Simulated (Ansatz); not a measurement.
HfSi (NiAs type, P6_3/mmc) at seven volumes, PBE (plane waves, PAW; program Ansatz), shape and atoms relaxed at each. One row is withheld.

| V (Å³/atom) | P (GPa) |
|---|---|
| 18.313 | 12.11 |
| 18.916 | 7.52 |
| 19.520 | 3.47 |
| 20.124 | -0.01 |
| 20.728 | -3.01 |
| 21.331 | -5.67 |
| 21.935 | ? |

Q: Fit the shown pressures and predict the withheld one.

A: P = (3/2)B₀(x^(7/2) − x^(5/2))[1 + (3/4)(B′ − 4)(x − 1)] with x = (V₀/V)^(2/3). Least squares on the six rows gives V₀ = 20.124 Å³/atom, B₀ = 108 GPa, B′ = 3.66. At V = 21.935, x = 0.9442 and P = -7.95 GPa. The run itself gave -7.98 GPa.

A made-up cell: these elements were put on the sites of a structure type; neither database checked (COD, Materials Project) lists it. COD files the formula under space group No. 62, so this cell is another polymorph or a model. Whether it is the stable phase at ambient conditions was not checked. The cell was relaxed with PBE under the symmetry of its start; its stability against distortions is not shown here. No spin polarisation was allowed. Scalar-relativistic: spin–orbit coupling is off unless named, which matters more the heavier the elements.

Potentials: the later of the program's two PAW sets.
